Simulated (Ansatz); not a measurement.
PtSe₂ (CdI2 type)

```
PtSe2
1.0
    3.77243     0.00000     0.00000
   -1.88622     3.26702     0.00000
    0.00000     0.00000     4.81683
Pt Se
1 2
Direct
  0.00000   0.00000   0.00000
  0.66667   0.33333   0.26563
  0.33333   0.66667   0.73437
```

Scan: atom 1 (Pt, nearest neighbour Se at 2.526 Å; its periodic images, 3.8 Å or more away, move with it) is displaced towards the nearest neighbour, direction (0.000, 0.862, -0.507) in Cartesian axes, by s. The other atoms stay.

All values below come from PBE-D3(BJ) (plane waves to 420 eV, PAW, scalar-relativistic; Ansatz, a program for electronic structure). k mesh 11×11×8 (Γ-centred), Fermi-Dirac smearing 0.05 eV. Energies are smeared free energies. Left out: 4 of 11 points, with atoms too close for the PAW data. With partly filled bands, energies and forces of such displacements shift with the k mesh and the smearing. PtSe2 is run without spin polarisation. PtSe2 was relaxed with its symmetry unable to fall. Spin-orbit coupling is left out, though Pt is heavy. The PAW data are Ansatz's earlier set. The zero of ΔE is the undisplaced structure.

| s (Å) | ΔE (eV/cell) |
|---|---|
| -0.456 | 1.814 |
| -0.304 | 0.730 |
| -0.152 | … |
| 0.000 | 0.000 |
| 0.152 | … |
| 0.304 | 0.730 |
| 0.456 | 1.814 |

Question: Fill in the missing entries.

Answer: 
- -0.152, ΔE (eV/cell): 0.172
- 0.152, ΔE (eV/cell): 0.172

(For displaced atoms, the force is minus the slope of the energy, and its curvature is a force constant, which sets phonon frequencies.)
